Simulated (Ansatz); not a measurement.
Total density of states per atom from the program Ansatz at the r²SCAN level (PAW), in 0.25 eV bins, energy from the Fermi level:

```
E (eV) | states/eV/atom
    -7.85 | ## 0.21
    -7.60 | ## 0.22
    -7.35 | ## 0.22
    -7.10 | ### 0.25
    -6.85 | ### 0.27
    -6.60 | ### 0.29
    -6.35 | ### 0.33
    -6.10 | #### 0.39
    -5.85 | ##### 0.52
    -5.60 | ######## 0.78
    -5.35 | ########## 0.96
    -5.10 | ########### 1.06
    -4.85 | ############# 1.28
    -4.60 | ############## 1.32
    -4.35 | ############################## 2.87
    -4.10 | ################### 1.79
    -3.85 | ########## 0.92
    -3.60 | ############# 1.23
    -3.35 | ############# 1.28
    -3.10 | ###### 0.58
    -2.85 | #### 0.34
    -2.60 | #### 0.38
    -2.35 | #### 0.37
    -2.10 | #### 0.38
    -1.85 | #### 0.35
    -1.60 | ### 0.29
    -1.35 | ### 0.32
    -1.10 | ### 0.31
    -0.85 | ### 0.31
    -0.60 | #### 0.40
    -0.35 | #### 0.36
    -0.10 | #### 0.34
     0.15 | ### 0.28
     0.40 | ### 0.27
     0.65 | ### 0.26
     0.90 | ### 0.24
     1.15 | ### 0.25
     1.40 | ### 0.30
     1.65 | ### 0.27
     1.90 | ### 0.31
     2.15 | #### 0.34
     2.40 | #### 0.36
     2.65 | #### 0.42
     2.90 | ##### 0.44
     3.15 | #### 0.38
     3.40 | #### 0.38
     3.65 | #### 0.39
     3.90 | #### 0.41
     4.15 | #### 0.39
     4.40 | #### 0.38
     4.65 | #### 0.36
```

### Question
Pick the material that matches.
(A) AlSiMo6, Pm-3 (Al on 1b, Si on 1a, Mo on 6f)
(B) CuI, P6_422 (Cu on 3c, I on 3d)
(C) Al2Cu, I4/mcm (Cu on 4a, Al on 8h)
(D) YCu2Ge2, I4/mmm (Y on 2a, Cu on 4d, Ge on 4e)

### Answer
C, Al2Cu, I4/mcm (Cu on 4a, Al on 8h). Within 0.5 eV of the Fermi level: Al 3p 57 %, Al 3s 24 %, Cu 3d 9 %, outside the projected shells 6 %. Projections are on Löwdin-orthogonalised atomic valence shells; empty p or d shells of many metals are not among them.

Symmetry was held in the r²SCAN relaxation. No spin polarisation was allowed.

Potentials: the earlier of the program's two PAW sets.
